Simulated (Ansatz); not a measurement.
CuZrSe2:
```xyz
4
Lattice="3.7183 0.0000 0.0000 -1.8592 3.2202 0.0000 0.0000 0.0000 6.1862" Properties=species:S:1:pos:R:3 pbc="T T T"
Se     1.8592     1.0734     4.5146
Zr     0.0000     0.0000     0.0000
Se     0.0000     2.1468     1.6716
Cu     0.0000     0.0000     3.0931
```

Relaxed with PBE+D3(BJ). Special points in fractions of this cell's reciprocal vectors: Γ (0.000, 0.000, 0.000); M (0.500, 0.000, 0.000); K (0.333, 0.333, 0.000); A (0.000, 0.000, 0.500); L (0.500, 0.000, 0.500); H (0.333, 0.333, 0.500).

Q: List the band energies nearest the Fermi level at these points for PBE+D3(BJ) with spin–orbit coupling (plane waves, PAW; program Ansatz).

A: In eV from the Fermi level; about four levels below and three above (degenerate sets whole), none deeper than 8.9 eV; points with the same levels are listed once.

```
k                    below                above
-  -----------------------  -------------------
Γ  -1.66 -1.66 -1.62 -1.62  0.48 0.48 0.51 0.51
M  -1.83 -1.83 -0.49 -0.49  2.13 2.13 2.44 2.44
K  -2.08 -2.08 -2.04 -2.04  1.02 1.02 1.70 1.70
A  -0.61 -0.61 -0.45 -0.45  0.14 0.14 0.16 0.16
L  -1.03 -1.03 -0.91 -0.91  1.48 1.48 2.08 2.08
H  -1.84 -1.84 -1.82 -1.82  0.82 0.82 0.88 0.88
```

Space group P-3m1. A made-up cell: these elements were put on the sites of a structure type; neither database checked (COD, Materials Project) lists it. Its standing as an ambient phase is unchecked. Symmetry was held in the PBE+D3(BJ) relaxation; of distortions, only those at the zone centre were tested. The run is not spin-polarised. With an odd number of electrons in the cell and no spin polarisation, the count alone makes it a metal.

Potentials: the later of the program's two PAW sets.
